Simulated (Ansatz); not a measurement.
# CoCl₃ (ReO3-type structure)

Computed with Ansatz (plane waves, PAW, 420 eV cutoff): PBE+U (U_eff = 3.3 eV on Co 3d), scalar-relativistic, collinear spin, 4×4×4 k-mesh, Gaussian smearing of 0.05 eV; PAW files: Ansatz's generated set soft_2.

```
Co Cl
1.0
     4.77900    0.00000    0.00000
     0.00000    4.77900    0.00000
     0.00000    0.00000    4.77900
Co Cl
1 3
Direct
  0.00000 0.00000 0.00000
  0.50000 0.00000 0.00000
  0.00000 0.00000 0.50000
  0.00000 0.50000 0.00000
```

The start was a prototype's sites filled with these elements, not a measured cell. The ideal cubic cell shuts out tilts of the octahedra, which such structures often take.

Starting moments: Co 2.7 μB on each such atom, all parallel.

Two runs on this cell, alike but for how the open shells were started and searched, both converged. The ends of their outputs, energies left out:

Run A:

```
Magnetization: 2.3825 μB (20.1912 up, 17.8088 down)
Absolute magnetization: 2.7555 μB (∫|ρ↑−ρ↓|, with the PAW one-centre terms)
Per-site moments (μB) at R_I (Å): [(2.43056, 0.98567), (-0.03854, 0.98567), (-0.03854, 0.98567), (-0.03854, 0.98567)]
Entropy (-TS):   -0.008394 eV (-2.099 meV/atom)
Fermi energy:    1.026167 eV
--- Stress (GPa, compression-positive) ---
       -0.021893      -0.104115       0.104115
       -0.104115      -0.021893       0.104115
        0.104115       0.104115      -0.021893
  P = ⅓ Tr σ = -0.0219 GPa (-0.219 kbar)
--- Löwdin populations: 4 sites ---
  site symbol       q [e]    m [muB]
     0     Co     15.8302     2.4852
     1     Cl      7.3403    -0.0400
     2     Cl      7.3403    -0.0400
     3     Cl      7.3403    -0.0400
--- Occupation matrices: 1 shell (run DFT+U table (all-electron-ortho-atomic); ε = 1.88e-2) ---
  Co0 d_3D up     Tr n = 4.8757  λ = 0.941 0.941 0.998 0.998 0.999  [2× z2 0.50 (Eg 1.00) Eg(1.00) | 3× xz 0.33 (T2g 1.00) T2g(1.00)]
  Co0 d_3D dn     Tr n = 2.4095  λ = 0.084 0.168 0.168 0.994 0.994  [xz 0.33 (T2g 1.00) T2g(1.00) | 2× z2 0.47 (Eg 0.94) Eg(0.94) | 2× xz 0.31 (T2g 0.94) T2g(0.94)]
```

Run B:

```
an eigenvalue changed by more than its tolerance at an iteration that met the thresholds in force, so the SCF went on 1 time: the last check found none over its tolerance
Magnetization: 3.6548 μB (20.8274 up, 17.1726 down)
Absolute magnetization: 3.6680 μB (∫|ρ↑−ρ↓|, with the PAW one-centre terms)
Per-site moments (μB) at R_I (Å): [(2.57058, 0.98567), (0.26686, 0.98567), (0.26686, 0.98567), (0.26686, 0.98567)]
Entropy (-TS):   -0.012531 eV (-3.133 meV/atom)
Fermi energy:    1.194081 eV
--- Stress (GPa, compression-positive) ---
       -0.212565       0.000000       0.000000
        0.000000      -0.212565       0.000000
        0.000000       0.000000      -0.212565
  P = ⅓ Tr σ = -0.2126 GPa (-2.126 kbar)
--- Löwdin populations: 4 sites ---
  site symbol       q [e]    m [muB]
     0     Co     15.8949     2.5372
     1     Cl      7.3180     0.3704
     2     Cl      7.3180     0.3704
     3     Cl      7.3180     0.3704
--- Occupation matrices: 1 shell (run DFT+U table (all-electron-ortho-atomic); ε = 2.34e-4) ---
  Co0 d_3D up     Tr n = 4.9438  λ = 0.974 0.974 0.998 0.998 0.998  [2× z2 0.50 (Eg 1.00) Eg(1.00) | 3× xz 0.33 (T2g 1.00) T2g(1.00)]
  Co0 d_3D dn     Tr n = 2.4086  λ = 0.161 0.161 0.696 0.696 0.696  [2× z2 0.50 (Eg 1.00) Eg(1.00) | 3× xz 0.33 (T2g 1.00) T2g(1.00)]
```

Which run ended in a state above the other, and by how much?

Run B, by 157 meV/atom. The Hubbard penalty (U/2) Σ λ(1 − λ), summed over the shells' natural occupations, is 1.58 eV in it and 0.80 eV in the other, beside a total difference of 0.63 eV a cell: fractional occupations explain most of it. In the program's symmetry labels (of the site's group or the nearest higher one, in the neighbours' frame), the partly filled channel of Co holds 0.3 in Eg, 2.1 in T2g in the higher state and 0.4 in Eg, 2.0 in T2g in the lower.

How was each started, and what does that suggest?

The higher one: from atoms, symmetry kept, no search for lower states. The lower one: carried from the relaxation. That state was reached by 3 of 4 converged starts: carried from the relaxation; from atoms, default search; from atoms, wider search. Convergence alone doesn't show that the lowest state was found, so several starts are run and the lowest energy is kept. Here keeping the full symmetry without a search trapped the shell.

λ are the eigenvalues of the shell's occupation matrix; the brackets give the leading real orbital and the representation of each set, with weights.

The order of the orbitals lowers the symmetry, along an axis that is one of several equivalent ones. Site moments are of spin, integrated over atomic spheres. The k-mesh is coarse, so small energy differences aren't converged.
